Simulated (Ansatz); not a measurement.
Given:

HfO$_{2}$:
```
HfO2
1.0
    3.53744     0.00000     0.00000
    0.00000     3.53744     0.00000
    0.00000     0.00000     5.10350
Hf O
2 4
Direct
  0.50000   0.50000   0.50000
  0.00000   0.00000   0.00000
  0.00000   0.50000   0.70359
  0.00000   0.50000   0.20359
  0.50000   0.00000   0.79641
  0.50000   0.00000   0.29641
```

This is the LDA-relaxed structure.

All from plane-wave PAW LDA (Ansatz code), unless another level is named. Predict the Hill bulk and shear moduli.

222 and 85.0 GPa.

What about the highest zone-centre frequency (without LO–TO term)?

83.8 meV.

Space group P4_2/nmc. This is a known high-temperature phase of the composition, computed here at zero pressure and temperature. Symmetry was held in the LDA relaxation; phonons on a q-mesh show no instability. The run is not spin-polarised. Scalar-relativistic: spin–orbit coupling is off unless named, which matters more the heavier the elements.

Potentials: the earlier of the program's two PAW sets.
